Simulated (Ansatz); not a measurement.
The relaxed structure here is a generated cell of Ti3Al: the first start was made by placing the elements on the sites of a structure type, and the end was not matched to a known phase here, so it may be hypothetical. Known forms of Ti3Al include space group No. 194.

One starting cell of Ti3Al (a generated cell, Ti3Al placed in the AFLOW prototype AB3_mC16_12_g_ij (D0_15, as in AlCl3)) was relaxed twice with Ansatz (plane waves, PAW, scalar-relativistic): with r2SCAN at 500 eV and with PBE at 420 eV. The r2SCAN result:

```
Ti3Al
1.0
    2.51896    -4.41705     0.00000
    2.51896     4.41705     0.00000
   -1.84709     0.00000     6.70190
Al Ti
2 6
Direct
  0.84121   0.15879   0.00000
  0.15879   0.84121   0.00000
  0.26392   0.26392   0.34798
  0.73608   0.73608   0.65202
  0.94760   0.60483   0.33103
  0.39517   0.05240   0.66897
  0.05240   0.39517   0.66897
  0.60483   0.94760   0.33103
```

```tsv
quantity	r2SCAN	PBE
space group	C2/m	C2/m
volume (Å³/atom)	18.64	[?]
a (Å)	5.038	[?]
b (Å)	8.834	[?]
c (Å)	6.952	[?]
gap (eV, no spin-orbit coupling)	0.00	[?]
```

### Question
Fill in the PBE column.

### Answer

- volume (Å³/atom), PBE: 18.75
- a (Å), PBE: 5.056
- b (Å), PBE: 8.830
- c (Å), PBE: 6.958
- gap (eV, no spin-orbit coupling), PBE: 0.00

Both levels end in the same structure; PBE's volume is 0.6 % larger. Neither column is exact.

No spin polarisation in the result.

The run could not lose the symmetry of its start, so the end can be a saddle point.

Ansatz is a first-principles code.
